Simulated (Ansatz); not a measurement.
A distorted cell of Rh (fcc, Cu type):

```
Rh
1.0
    0.00000     3.83006     3.83006
    1.91503     1.91503     3.83006
    1.91503     1.91503     0.00000
Rh
2
Direct
  0.03655   0.96345   0.03655
  0.46345   0.03655   0.96345
```

Computed with PBE (plane waves to 420 eV, PAW, scalar-relativistic; Ansatz, an electronic-structure program). k mesh 21×21×21 (Γ-centred), Fermi-Dirac smearing 0.05 eV. Stress and pressure are positive under compression. With partly filled bands, energies and forces of such displacements shift with the k mesh and the smearing. Rh is run without spin polarisation. Rh was relaxed with its symmetry unable to fall.

**Question.** What forces act on the atoms (eV/Å, Cartesian)?

**Answer.** 
| atom | Fx | Fy | Fz |
|---|---|---|---|
| Rh1 | 0.000 | -1.771 | 0.000 |
| Rh2 | 0.000 | 1.771 | 0.000 |

**Question.** What is the stress tensor (GPa)?

**Answer.** 
```
   -1.6      0.0      0.0
    0.0      7.8      0.0
    0.0      0.0      9.3
```
The pressure, a third of the trace, is 5.2 GPa.

(A displaced cell: forces are minus the slopes of the energy, force constants its curvatures, and phonons follow from these.)
